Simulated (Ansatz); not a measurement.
## EuNi2 (AlB2-type structure)

The computed numbers are results of PBEsol, scalar-relativistic (collinear spin) in the plane-wave PAW code Ansatz at 420 eV, Γ-centred 10×10×8 mesh, 0.05 eV Gaussian smearing; PAW files: Ansatz's generated set soft_2.

```cif
data_structure
_symmetry_space_group_name_H-M 'P 1'
_symmetry_Int_Tables_number 1
_cell_length_a 3.9143
_cell_length_b 3.9143
_cell_length_c 3.9956
_cell_angle_alpha 90.000
_cell_angle_beta 90.000
_cell_angle_gamma 120.000
_cell_volume 53.02
loop_
_atom_site_label
_atom_site_type_symbol
_atom_site_fract_x
_atom_site_fract_y
_atom_site_fract_z
_atom_site_occupancy
Eu1 Eu 0.00000 0.00000 0.00000 1
Ni1 Ni 0.33333 0.66667 0.50000 1
Ni2 Ni 0.66667 0.33333 0.50000 1
```

The start was a prototype's sites filled with these elements, not a measured cell.

Magnetic state: ferromagnetic, site spin moments Eu 6.57 μB.

Path: Γ–M–K–Γ–A–L–H–A | L–M | H–K, with Γ = (0.000, 0.000, 0.000), M = (0.500, 0.000, 0.000), K = (0.333, 0.333, 0.000), A = (0.000, 0.000, 0.500), L = (0.500, 0.000, 0.500), H = (0.333, 0.333, 0.500) in reciprocal vectors of the calculation's cell.

Is it a metal or an insulator, and if it has a gap, where are the band edges on this path?

A metal: bands cross the Fermi level.

Levels between -5 and 3 eV from the Fermi level at the path's named points:
| point | spin | below E_F (eV) | above E_F (eV) |
| --- | --- | --- | --- |
| Γ | up | -3.16 -2.20 -2.20 -2.17 -2.17 -2.13 -2.13 -1.18 -0.98 -0.98 -0.28 -0.10 -0.06 -0.06 -0.03 -0.03 -0.01 | 1.82 1.82 1.88 |
| Γ | down | -3.02 -2.16 -2.16 -2.10 -2.10 -2.00 -2.00 -1.00 -0.96 -0.96 | 2.42 2.47 2.47 |
| M | up | -3.46 -3.42 -3.33 -2.75 -2.59 -1.96 -1.91 -1.74 -1.58 -0.67 -0.62 -0.28 -0.27 -0.23 -0.21 -0.11 -0.09 | 0.01 0.35 1.98 2.27 |
| M | down | -3.36 -3.10 -3.07 -2.71 -2.55 -1.90 -1.77 -1.68 -1.51 -0.59 -0.56 | 0.31 2.45 2.78 |
| K | up | -3.74 -3.13 -3.13 -2.30 -2.04 -2.04 -1.91 -1.91 -1.12 -0.69 -0.69 -0.41 -0.21 -0.21 -0.17 -0.11 -0.10 | 0.04 0.19 0.19 |
| K | down | -3.62 -2.95 -2.95 -2.26 -1.98 -1.98 -1.81 -1.81 -0.72 -0.44 -0.21 -0.21 | 0.01 |
| A | up | -4.59 -2.97 -2.50 -2.50 -2.48 -2.48 -2.12 -2.12 -1.63 -0.78 -0.78 -0.63 -0.31 -0.25 -0.25 -0.10 -0.09 -0.06 -0.06 |  |
| A | down | -4.30 -2.46 -2.44 -2.44 -2.38 -2.38 -2.09 -2.09 -1.48 -0.73 -0.73 -0.67 |  |
| L | up | -4.08 -3.12 -2.77 -2.75 -2.32 -1.53 -1.37 -1.15 -0.91 -0.70 -0.60 -0.22 -0.22 -0.17 -0.14 -0.07 -0.03 -0.02 | 0.28 0.35 0.75 2.08 |
| L | down | -3.92 -3.06 -2.72 -2.62 -2.26 -1.51 -1.29 -1.10 -0.61 -0.57 -0.25 | 0.03 0.75 1.20 2.40 |
| H | up | -3.27 -3.23 -3.23 -2.77 -1.75 -1.75 -1.52 -1.52 -0.94 -0.94 -0.53 -0.21 -0.20 -0.20 -0.19 -0.05 -0.05 -0.01 -0.01 | 1.06 1.06 1.43 |
| H | down | -3.20 -3.09 -3.09 -2.70 -1.66 -1.66 -1.40 -1.40 -0.85 -0.85 -0.47 | 0.01 1.56 1.56 1.78 |

It took roughly 50 core-seconds on a shared host.

Without a U the 4f levels of Eu lie too near the Fermi level, so their share of the states there, and what hangs on it, is overstated. For elements this heavy, spin–orbit coupling would shift levels and gaps; it isn't included here. Site moments are of spin, integrated over atomic spheres. No antiparallel order was tried.
